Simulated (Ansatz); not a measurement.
CaTiSe2:
```yaml
crystal:
  lattice:
    - [3.76800, 0.00000, 0.00000]
    - [-1.88400, 3.26319, 0.00000]
    - [0.00000, 0.00000, 6.73623]
  atoms:
    - { symbol: Se, position: [0.66667, 0.33333, 0.77789] }
    - { symbol: Ti, position: [0.00000, 0.00000, 0.00000] }
    - { symbol: Se, position: [0.33333, 0.66667, 0.22211] }
    - { symbol: Ca, position: [0.00000, 0.00000, 0.50000] }
```

Relaxed with PBE+D3(BJ). Special points in fractions of this cell's reciprocal vectors: Γ (0.000, 0.000, 0.000); M (0.500, 0.000, 0.000); K (0.333, 0.333, 0.000); A (0.000, 0.000, 0.500); L (0.500, 0.000, 0.500); H (0.333, 0.333, 0.500).

List the band energies nearest the Fermi level at these points for the program Ansatz at the PBE+D3(BJ) with spin–orbit coupling level (PAW).

In eV from the Fermi level; about four levels below and three above (degenerate sets whole), none deeper than 8.9 eV; points with the same levels are listed once.

```json
[
 {"k": "Γ", "below": "-0.15 -0.15 -0.15 -0.15", "above": "0.94 0.94 0.96 0.96"},
 {"k": "M", "below": "-3.18 -3.18 -1.09 -1.09", "above": "0.61 0.61 0.70 0.70"},
 {"k": "K", "below": "-4.24 -4.24 -3.96 -3.96", "above": "0.27 0.27 0.57 0.57"},
 {"k": "A", "below": "-0.04 -0.04 -0.04 -0.04", "above": "0.19 0.19 1.50 1.50"},
 {"k": "L", "below": "-3.44 -3.44 -0.71 -0.71", "above": "0.55 0.55 0.71 0.71"},
 {"k": "H", "below": "-4.12 -4.12 -4.08 -4.08", "above": "0.33 0.33 0.34 0.34"}
]
```

Space group P-3m1. The cell is a constructed one: a structure type filled with these elements; neither database checked (COD, Materials Project) lists it. Its standing as an ambient phase is unchecked. The cell was relaxed with PBE+D3(BJ) under the symmetry of its start; of distortions, only those at the zone centre were tested. The run is not spin-polarised.

Potentials: the later of the program's two PAW sets.
